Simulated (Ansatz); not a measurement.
Cu3Ge in space group P-6m2 (No. 187; Cu on 1b, Cu on 2i, Ge on 1a), DFT-r²SCAN in the program Ansatz with PAW potentials, all energies at zero smearing, with the estimated change up to a 700 eV cutoff added, with one set of potentials and settings (totals compare only within such a set). Cell of 4 atoms (3 Cu, 1 Ge): -24195.833 eV.

```json
[
 {"element": "Cu", "reference phase": "Fm-3m, 1 atoms in the cell", "E (eV/atom)": "-6631.2396"},
 {"element": "Ge", "reference phase": "Fd-3m, 2 atoms in the cell", "E (eV/atom)": "-4302.9041"}
]
```

Formation energy per atom, worked out: (-24195.833 − 3×(-6631.2396) − 1×(-4302.9041))/4 = 0.198 eV/atom (19 kJ per mol of atoms), at 0 K, without zero-point energy or fitted corrections.

The first step of the workflow began from a Materials Project structure, measured or hypothetical; the Crystallography Open Database copy checked does not list it. Whether it is the stable phase at ambient conditions was not checked. The cell was relaxed with r²SCAN under the symmetry of its start; its stability against distortions is not shown here. No spin polarisation was allowed. Its formation energy is positive at this level, so the cell may be metastable or incomplete. The references are the lowest solids computed at this level, not always the standard phases.

Potentials: the later of the program's two PAW sets.
